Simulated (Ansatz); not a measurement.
Al2Cu:
```
CELL_PARAMETERS angstrom
      4.04220     0.00000     0.00000
      0.00000     4.04220     0.00000
      0.00000     0.00000     2.82169
ATOMIC_POSITIONS crystal
  Al 0.50000 0.00000 0.50000
  Al 0.00000 0.50000 0.50000
  Cu 0.00000 0.00000 0.00000
```

Relaxed with LDA. Special points in fractions of this cell's reciprocal vectors: Γ (0.000, 0.000, 0.000); X (0.000, 0.500, 0.000); M (0.500, 0.500, 0.000); Z (0.000, 0.000, 0.500); R (0.000, 0.500, 0.500); A (0.500, 0.500, 0.500).

List the band energies nearest the Fermi level at these points for plane-wave PAW LDA (Ansatz code).

In eV from the Fermi level; about four levels below and three above (degenerate sets whole), none deeper than 8.9 eV; points with the same levels are listed once.

| k | below | above |
|---|---|---|
| Γ | -4.24 -4.24 -2.51 -2.51 | 0.01 0.83 6.28 6.28 |
| X | -4.54 -4.27 -4.23 -1.18 | 1.61 1.73 2.01 |
| M | -4.42 -4.26 -4.26 -2.49 | 8.62 8.62 9.61 |
| Z | -5.30 -5.30 -5.02 -4.26 -3.07 | 2.63 2.72 2.72 |
| R | -4.34 -3.18 -2.51 -1.65 | 3.79 3.98 4.61 |
| A | -2.35 -2.35 -0.91 -0.87 | 0.11 0.11 2.43 |

Space group P4/mmm. The workflow started from a Materials Project entry (that database holds measured and hypothetical structures alike); the Crystallography Open Database copy checked does not list it. It is not the phase usual at ambient conditions (space group No. 140). Symmetry was held in the LDA relaxation; its stability against distortions is not shown here. The run is not spin-polarised.

Potentials: the later of the program's two PAW sets.
